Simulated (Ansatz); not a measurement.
YAl$_{2}$Pd$_{5}$: do energies and stresses tell the same story?

Computed with DFT PBEsol, scalar-relativistic, plane waves, PAW (Ansatz 0.2.0).

Settings: cutoff 420 eV, Γ-centred mesh 12×12×12 on the computed 8-atom cell, Gaussian smearing of 0.10 eV; no spin polarisation.

Relaxed cell: I4/mmm, a = 4.086 Å, b = 4.086 Å, c = 14.759 Å, α = 90.00°, β = 90.00°, γ = 90.00°, 8 atoms in the primitive cell. Whether it is the stable form of this composition wasn't checked.

Energies at zero smearing and pressures from the stress tensor, at volumes with shape and atoms relaxed:
```csv
V (Å³/atom),E − E(first) (meV/atom),P (GPa)
14.016,0.00,18.30
14.479,-42.05,11.09
14.941,-65.04,5.05
15.403,-72.08,0.00
15.865,-65.80,-4.22
16.327,-48.39,-7.73
```

**Question.** Check P = −dE/dV between neighbouring volumes, and get the bulk modulus from the pressures alone.

**Answer.** With 1 eV/Å³ = 160.2 GPa:
```
middle V (Å³/atom)  −ΔE/ΔV (GPa) mean P (GPa)
            14.248        14.580        14.693
            14.710         7.972         8.071
            15.172         2.442         2.527
            15.634        -2.180        -2.107
            16.096        -6.034        -5.971
```

The two differ by 0.11 GPa at most. The mean of two end pressures misses the average over a step by about ΔV² P″/12, up to 0.11 GPa here; with that taken off 0.01 GPa remains. Around V = 15.403 Å³/atom, the two neighbours give B = −V ΔP/ΔV = 15.403 × 9.27 / 0.924 = 154.5 GPa, against B0 = 153.6 GPa from the Birch–Murnaghan fit of the energies.

Cost: 7 runs of about 51 core-minutes in all, on AMD EPYC 7R43 (Zen 3) (shared hosts).